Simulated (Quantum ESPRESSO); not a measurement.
Parts of the isotropic shielding in ZnF2, by GIPAW with PBE in a modified build of Quantum ESPRESSO, on JTH PAW datasets, 22.5 Ha, k-mesh 4×4×6 shifted:

```yaml
crystal:
  lattice:
    - [4.70294, 0.00000, 0.00000]
    - [0.00000, 4.70294, 0.00000]
    - [0.00000, 0.00000, 3.13289]
  atoms:
    - { symbol: Zn, position: [0.50000, 0.50000, 0.50000] }
    - { symbol: Zn, position: [0.00000, 0.00000, 0.00000] }
    - { symbol: F, position: [0.69085, 0.69085, 0.00000] }
    - { symbol: F, position: [0.30915, 0.30915, 0.00000] }
    - { symbol: F, position: [0.80915, 0.19085, 0.50000] }
    - { symbol: F, position: [0.19085, 0.80915, 0.50000] }
```
The cell was made here from a computed Materials Project entry: F3 and its equivalents moved by 0.04 Å along (-0.71, -0.71, 0.00), space group kept. The parent is ZnF2 in P4₂/mnm; whether this form has been observed was not checked. Stability against distortions was not tested.

The core term is that of the free atom's frozen core; the paramagnetic column sums the reconstruction terms. These are absolute shieldings with no macroscopic susceptibility term; δ = σ_ref − σ needs a reference computed alike. In our sweeps, cutoffs and meshes of this size left a few ppm, and up to some 20 ppm on atoms from Zn on. The structure is static (0 K, no zero-point motion).

| site | core | bare (smooth current) | diamagnetic correction | paramagnetic corrections | σ_iso (ppm) |
|---|---|---|---|---|---|
| Zn (atoms 1, 2) | 2275.3 | 23.4 | 237.8 | ? | ? |
| F (atoms 3, 4, 5, 6) | 306.4 | 93.0 | 50.8 | ? | ? |

Some entries are withheld; supply them.


- Zn (atoms 1, 2), paramagnetic corrections: -745.1
- Zn (atoms 1, 2), σ_iso (ppm): 1791.4
- F (atoms 3, 4, 5, 6), paramagnetic corrections: -106.1
- F (atoms 3, 4, 5, 6), σ_iso (ppm): 344.2
